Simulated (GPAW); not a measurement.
**Ta3N and the effect of the functional**

```yaml
crystal:
  lattice:
    - [3.03222, 0.00000, 0.00000]
    - [-1.51611, 2.62598, 0.00000]
    - [0.00000, 0.00000, 7.52414]
  atoms:
    - { symbol: Ta, position: [0.66667, 0.33333, 0.82607] }
    - { symbol: Ta, position: [0.33333, 0.66667, 0.17393] }
    - { symbol: Ta, position: [0.00000, 0.00000, 0.50000] }
    - { symbol: N, position: [0.00000, 0.00000, 0.00000] }
```

The cell comes from a database or a generator and needn't be the stable form of this composition.

Kept alike: task band structure; k mesh 7 × 7 × 3; occupations fermi-dirac, width 0.05 eV; no spin polarisation. Program: GPAW, potentials by row: the program's PAW data sets (release 1.2.1) made for this functional (LDA); GPAW PAW data sets (gpaw-data 1.2.1) (PBE, r2SCAN on files made for PBE); PAW data sets generated for this functional (PBEsol), cutoff 800 eV. The mesh is that of the run's cell of 4 atoms. No spin-orbit coupling.

| run | pressure (GPa) |
| --- | --- |
| A | -0.59 |
| B | -3.11 |
| C | -13.95 |
| D | -8.01 |

Pressure is positive in compression; the values hold the error of the finite cutoff, so their zero can differ a little from the energy's minimum. For a metal such a mesh leaves the last digits unconverged.

Question: The runs differ in the functional (and the potentials named above) alone: LDA; PBE; PBEsol; r2SCAN. Which run is which?

Answer: Run A is PBE; run B is r2SCAN; run C is LDA; run D is PBEsol. The pressure runs from -13.95 (LDA) to -0.59 GPa (PBE). From PBE: LDA -13.36; PBEsol -7.42; r2SCAN -2.52.
